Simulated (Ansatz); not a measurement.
Q: Each is relaxed and computed with DFT-r²SCAN in the program Ansatz with PAW potentials. Which is the only metal?
A. Ca6Sb2PN, Fm-3m (Ca on 24e, Sb on 8c, P on 4a, N on 4b)
B. GaSb, zinc blende
C. Sb2W, Cmc2_1 (W on 4a, Sb on 4a, Sb on 4a)
D. Al2O3, Cmc2_1 (Al on 8b, O on 4a, O on 8b)

A: C, Sb2W, Cmc2_1 (W on 4a, Sb on 4a, Sb on 4a). Sb2W: metal; Al2O3: gap 4.97 eV; GaSb: gap 0.42 eV (direct); Ca6Sb2PN: gap 0.97 eV (direct). Typed or built starts, not in the databases checked: Sb2W, Cmc2_1 (W on 4a, Sb on 4a, Sb on 4a); Ca6Sb2PN, Fm-3m (Ca on 24e, Sb on 8c, P on 4a, N on 4b). Not the usual ambient phase: Al2O3, Cmc2_1 (Al on 8b, O on 4a, O on 8b). All cells were relaxed under the symmetry of their starts (and spin orders); stability against distortions was not tested throughout. Rows with no word on spin ran without spin polarisation. Spin–orbit coupling is left out wherever it is not named.

Potentials: the later of the program's two PAW sets.
